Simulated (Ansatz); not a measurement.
A generator proposed this cell of Ge2As3.

```
Ge As
1.0
     4.25822    0.00000    0.00000
    -2.12911    3.68773    0.00000
     0.00000    0.00000    8.28188
Ge As
2 3
Direct
  0.00000 0.00000 0.25547
  0.00000 0.00000 0.74453
  0.33333 0.66667 0.00000
  0.66667 0.33333 0.00000
  0.00000 0.00000 0.50000
```

Computed with Ansatz, DFT PBE, scalar-relativistic, plane waves, PAW. Plane waves to 420 eV, a k mesh through Γ of 6×6×2 on the computed 5-atom cell and Gaussian smearing (0.10 eV); no spin polarisation.

The zero of energy is the elements' standard structures at the same level; no fitted shifts are applied.

Question: How far from equilibrium is it?

Answer: The pressure is 12.9 GPa (the mean over three directions, positive in compression), the largest force is 5.95 eV/Å, and the energy is +1.05 eV/atom against the elements. The shortest distance is 2.03 Å.

Question: Is it a good guess?

Answer: A rough one: relaxing gains about 0.38 eV/atom (the start's value is from the coarse mesh, so the gain is rough) in 13 ionic steps and ends at +0.66 eV/atom on the finer mesh. The symmetry stays P6/mmm (No. 191). The volume per atom grows by 10.2 %, from 26.0 to 28.7 Å³. The shortest distance goes from 2.03 Å (Ge–As) to 2.36 Å (Ge–As). The ratio c/a of the conventional cell changes by a factor of 0.88. Conventional cell: a = 4.584 Å, c = 7.873 Å. Ge has 1 As at 2.36 Å and 6 As at 3.08 Å; around As on a site of symmetry -6m2 lie 3 As at 2.65 Å and 6 Ge at 3.08 Å; around As on a site of symmetry 6/mmm lie 2 Ge at 2.36 Å.

The last run used a 12×12×6 mesh (in the run's order of axes) for its 5-atom cell and Gaussian smearing of 0.10 eV. Weakly bound directions are ill-defined at this level, which has no dispersion term. An odd number of electrons in the primitive cell allows no gap without spin; a larger cell or a magnetic state could open one. The cell is a metal run without spin; a magnetic state may lie lower. The reference form of As is held partly by dispersion forces, which this level lacks. The relaxation can't lower the symmetry of the start, and the grade says only how near the guess is to its own end. Symmetry constrained the relaxation, so the result can be a saddle point. Another cell of Ge2As3 relaxed alike, in P1, lies 0.58 eV/atom lower, so this cell isn't the stable form at this level.
